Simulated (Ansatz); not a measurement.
**Ti: from a starting cell to a relaxed one**

The start is a generated cell, Ti placed in the AFLOW prototype A_tP4_129_ac (A_d). The structure is fully relaxed (lattice and positions, P = 0) with r2SCAN (plane waves to 500 eV, PAW, scalar-relativistic; Ansatz, a first-principles code). First-step values are on the input's coarse k-mesh.

Ansatz input (later rounds restart from its end on a renewed k-mesh):
Ansatz 0.2 input:
```yaml
crystal:
  lattice:
    - [4.6732748, 0, 0]
    - [0, 4.6732748, 0]
    - [0, 0, 3.2332153]
  atoms:
    - { symbol: Ti, position: [0, 0, 0] }
    - { symbol: Ti, position: [0.5, 0.5, 0] }
    - { symbol: Ti, position: [0.5, 0, 0.375] }
    - { symbol: Ti, position: [0, 0.5, 0.625] }
basis: { ecutwfc: 500, ecutrho_ratio: 4, xc_grid: 4, fft_grid_basis: typed }
kpoints: { mp_grid: { grid: [7, 7, 10] } }
hamiltonian:
  xc: r2scan
  dispersion: none
  pseudopotentials: { azcp: { folder: ./paw }, kind: paw }
scf: { occupations: { method: fermi_dirac, width: 0.05 } }
relax: { f_tol: 0.01, max_steps: 100, cell: { stress_tol: 0.02 } }
output: { forces: true, stress: true }
```

Question: What pressure does the first self-consistent step give?

Answer: -3.5 GPa (negative: the cell is under tension).

Question: What is the largest force in the starting geometry, and on which atom (counted from 1)?

Answer: 1.44 eV/Å, on Ti3, Ti4 (atoms numbered as listed).

Question: How much energy is released per atom?

Answer: 0.17 eV/atom.

Question: How does the volume change?

Answer: -2.5 %, from 17.65 to 17.22 Å³/atom.

Question: How do the shortest distances between atoms change?

Answer: The closest pairs of elements (up to four, under 3.6 Å), start → end: Ti–Ti 2.63 → 2.83 Å.

Question: Is the relaxed structure metallic? Give its gap.

Answer: Zero (metallic).

Question: Give the final cell and atomic positions.

Answer: 
```cif
data_Ti2
_chemical_formula_sum 'Ti2'
_space_group_name_H-M_alt 'I4/mmm'
_space_group_IT_number 139
_space_group_name_Hall '-I 4 2'
_cell_length_a 3.39169
_cell_length_b 3.39169
_cell_length_c 2.99342
_cell_angle_alpha 90.000
_cell_angle_beta 90.000
_cell_angle_gamma 90.000
loop_
_atom_site_label
_atom_site_type_symbol
_atom_site_symmetry_multiplicity
_atom_site_Wyckoff_symbol
_atom_site_fract_x
_atom_site_fract_y
_atom_site_fract_z
_atom_site_occupancy
Ti1 Ti 2 a 0.00000 0.00000 0.00000 1
```
(The calculation used a cell of 1 atom; values per cell refer to that cell.)

Final values are on a 20×20×20 k-mesh of the relaxed cell. No spin polarisation in the result.

The run could not lower the symmetry of its start; a shaken copy of this end point relaxes with r2SCAN to P6₃/mmc (No. 194), 0.12 eV/atom lower.

The relaxed structure here is a generated cell of Ti: the first start was made by placing the elements on the sites of a structure type, and the end was not matched to a known phase here, so it may be hypothetical. Known forms of Ti include space group No. 194.
